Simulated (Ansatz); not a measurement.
## Al: from λ and ω_log to T_c (computed with Ansatz 0.2.0)

Space group Fm-3m (No. 225), 1 atom in the cell of the first input below: a = 2.854 Å, b = 2.854 Å, c = 2.854 Å, α = 60.00°, β = 60.00°, γ = 60.00°.

The cell was built from a prototype of a structure type listed for this element, relaxed without spin–orbit coupling to zero pressure (pressure 0.0 GPa with this functional, without spin–orbit coupling). Functional: PBE.

Input:

```yaml
crystal:
  lattice:
    - [0.0, 2.0183282451, 2.0183282451]
    - [2.0183282451, 0.0, 2.0183282451]
    - [2.0183282451, 2.0183282451, 0.0]
  atoms:
    - { symbol: Al, position: [0.0, 0.0, 0.0] }
basis:
  ecutwfc: 420
  ecutrho_ratio: 4
kpoints:
  mp_grid: { grid: [15, 15, 15] }
hamiltonian:
  xc: pbe
scf:
  occupations: { method: methfessel_paxton, width: 0.2 }
output: {}
phonons:
  supercell: [3, 3, 3]
  qpath:
    path:
      - [[0.0, 0.0, 0.0], [0.5, 0.0, 0.5], [0.625, 0.25, 0.625]]
      - [[0.375, 0.375, 0.75], [0.0, 0.0, 0.0], [0.5, 0.5, 0.5], [0.5, 0.25, 0.75], [0.5, 0.0, 0.5]]
    npoints: 6
  electrical_resistivity: { mesh: [30, 30, 30], temperatures: [50, 100, 200, 300, 500] }
  superconductivity: { mesh: [30, 30, 30], eliashberg_equations: false }
```

```bash
ansatz run input.yaml --threads 8 --pin off --max-ram 15360MiB --backend cpu --events-out ev --progress --plain --runs-dir out
```

Time: 94 s on 8 threads of Intel(R) Xeon(R) Platinum 8259CL CPU @ 2.50GHz (Skylake/Cascade Lake) (shared host), peak memory 3.4 GiB.

On the finest mesh λ = 0.4319, ω_log = 24.302 meV, N(E_F) = 0.200 states per eV, spin and cell. λ by mesh: 30×30×30 0.432, 15×15×15 0.432.

What T_c does McMillan's formula in the Allen–Dynes form give for μ* = 0.10?

T_c = (ω_log/1.2) exp[−1.04(1+λ)/(λ − μ*(1+0.62λ))] = (282.01 K/1.2) × exp(−1.4892/0.3051) = 1.78 K (the run, unrounded: 1.79 K). By mesh, finest first, the same formula gives 1.79, 1.82 K.

```tsv
μ*	McMillan (K)	Allen–Dynes with strong-coupling factors (K)
0.08	2.60	2.65
0.10	1.79	1.82
0.12	1.15	1.17
0.13	0.89	0.90
0.14	0.67	0.68
0.16	0.35	0.36
0.20	0.06	0.06
```

Caveats: small supercell, couplings not converged in it; with so small a supercell and a typed μ*, T_c can miss a measured one by a factor of two or more.
